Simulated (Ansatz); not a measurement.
**O: eigenvalues along the path**

```xyz
4
Lattice="2.5098 0.0000 0.0000 -1.2549 2.1735 0.0000 0.0000 0.0000 6.5750" Properties=species:S:1:pos:R:3 pbc="T T T"
O     0.0000    1.4490    1.0586
O     1.2549    0.7245    4.3461
O     0.0000    1.4490    2.2289
O     1.2549    0.7245    5.5164
```

Atom numbers follow the list: O1, O2, O3, O4.

The geometry is COD entry 9017498, unchecked; take it as a test cell. The listed cell was then made from it by scaling, straining or moving an atom.

Solid oxygen carries moments on its molecules; these runs leave spin out.

Method: DFT, PBEsol, all-electron LAPW, scalar-relativistic in Ansatz 0.2.0.

Numerical set-up: a Γ-centred 13×13×5 k mesh, Fermi–Dirac smearing of 0.03 eV, basis error target 1 meV/atom, no spin polarisation.

Path points, in fractions of the reciprocal vectors: Γ (0.000, 0.000, 0.000), M (0.500, 0.000, 0.000), K (0.333, 0.333, 0.000), A (0.000, 0.000, 0.500), L (0.500, 0.000, 0.500), H (0.333, 0.333, 0.500). Levels in eV from the Fermi level; bands 7 to 18, counted from the lowest band of the run. The gap is zero.

```
# k(1/Å) point b7 b8 b9 b10 b11 b12 b13 b14 b15 b16 b17 b18
0.000 Γ -16.28 -14.28 -10.45 -7.31 -6.12 -6.12 -6.01 -6.01 1.17 1.17 1.44 1.44
0.289 - -16.13 -14.20 -10.38 -7.42 -6.44 -6.33 -6.22 -6.08 0.81 1.07 1.11 1.40
0.578 - -15.71 -13.97 -10.25 -8.01 -7.16 -6.81 -6.46 -6.28 -0.13 0.30 0.85 1.29
0.867 - -15.10 -13.71 -10.22 -9.01 -7.85 -6.99 -6.74 -6.52 -1.27 -0.65 0.59 1.14
1.156 - -14.48 -13.55 -10.37 -9.87 -8.09 -7.10 -6.96 -6.70 -2.19 -1.41 0.39 1.01
1.445 M -14.16 -13.55 -10.46 -10.23 -8.09 -7.16 -7.03 -6.77 -2.54 -1.71 0.32 0.97
1.612 - -14.13 -13.55 -10.41 -10.18 -8.09 -7.19 -7.15 -6.88 -2.49 -1.67 0.21 0.86
1.779 - -14.06 -13.54 -10.25 -10.03 -8.11 -7.57 -7.19 -7.14 -2.36 -1.56 -0.11 0.58
1.946 - -13.94 -13.53 -10.00 -9.79 -8.25 -8.12 -7.39 -7.23 -2.15 -1.38 -0.53 0.18
2.113 - -13.80 -13.57 -9.66 -9.48 -8.71 -8.57 -7.44 -7.29 -1.91 -1.18 -0.94 -0.24
2.280 K -13.66 -13.66 -9.28 -9.22 -9.22 -8.81 -7.38 -7.38 -1.78 -1.09 -1.09 -0.45
2.614 - -14.08 -13.50 -9.96 -9.45 -8.37 -8.11 -7.55 -7.15 -1.82 -1.37 -0.50 0.02
2.947 - -14.79 -13.59 -10.14 -9.13 -7.84 -7.31 -7.25 -6.91 -1.25 -1.10 0.24 0.64
3.281 - -15.54 -13.88 -10.21 -8.23 -7.31 -6.91 -6.62 -6.48 -0.23 -0.16 0.80 1.11
3.615 - -16.08 -14.17 -10.37 -7.47 -6.50 -6.45 -6.24 -6.12 0.73 0.90 1.13 1.37
3.949 Γ -16.28 -14.28 -10.45 -7.31 -6.12 -6.12 -6.01 -6.01 1.17 1.17 1.44 1.44
4.044 - -16.24 -14.36 -10.34 -7.38 -6.12 -6.12 -6.01 -6.01 1.17 1.17 1.43 1.43
4.140 - -16.14 -14.57 -10.06 -7.58 -6.11 -6.11 -6.02 -6.02 1.19 1.19 1.41 1.41
4.236 - -15.97 -14.86 -9.66 -7.88 -6.10 -6.10 -6.03 -6.03 1.22 1.22 1.38 1.38
4.331 - -15.75 -15.17 -9.20 -8.28 -6.08 -6.08 -6.05 -6.05 1.26 1.26 1.34 1.34
4.427 A -15.48 -15.48 -8.73 -8.73 -6.07 -6.07 -6.07 -6.07 1.30 1.30 1.30 1.30
4.716 - -15.35 -15.35 -8.74 -8.74 -6.41 -6.41 -6.15 -6.15 0.97 0.97 1.24 1.24
5.005 - -15.00 -15.00 -8.86 -8.86 -7.14 -7.14 -6.37 -6.37 0.13 0.13 1.07 1.07
5.294 - -14.52 -14.52 -9.33 -9.33 -7.65 -7.65 -6.63 -6.63 -0.87 -0.87 0.86 0.86
5.583 - -14.08 -14.08 -9.94 -9.94 -7.80 -7.80 -6.83 -6.83 -1.68 -1.68 0.70 0.70
5.872 L -13.90 -13.90 -10.20 -10.20 -7.83 -7.83 -6.91 -6.91 -1.98 -1.98 0.65 0.65
6.039 - -13.88 -13.88 -10.15 -10.15 -7.83 -7.83 -7.03 -7.03 -1.94 -1.94 0.54 0.54
6.206 - -13.83 -13.83 -10.00 -10.00 -7.86 -7.86 -7.35 -7.35 -1.82 -1.82 0.24 0.24
6.373 - -13.76 -13.76 -9.75 -9.75 -8.09 -8.09 -7.61 -7.61 -1.62 -1.62 -0.19 -0.19
6.540 - -13.70 -13.70 -9.43 -9.43 -8.56 -8.56 -7.66 -7.66 -1.36 -1.36 -0.63 -0.63
6.707 H -13.67 -13.67 -9.06 -9.06 -9.01 -9.01 -7.66 -7.66 -1.12 -1.12 -0.95 -0.95
7.040 - -13.83 -13.83 -9.56 -9.56 -8.13 -8.13 -7.66 -7.66 -1.40 -1.40 -0.31 -0.31
7.374 - -14.28 -14.28 -9.41 -9.41 -7.61 -7.61 -7.25 -7.25 -1.02 -1.02 0.39 0.39
7.708 - -14.86 -14.86 -8.94 -8.94 -7.27 -7.27 -6.58 -6.58 -0.10 -0.10 0.91 0.91
8.042 - -15.31 -15.31 -8.75 -8.75 -6.50 -6.50 -6.19 -6.19 0.87 0.87 1.21 1.21
8.376 A -15.48 -15.48 -8.73 -8.73 -6.07 -6.07 -6.07 -6.07 1.30 1.30 1.30 1.30
```
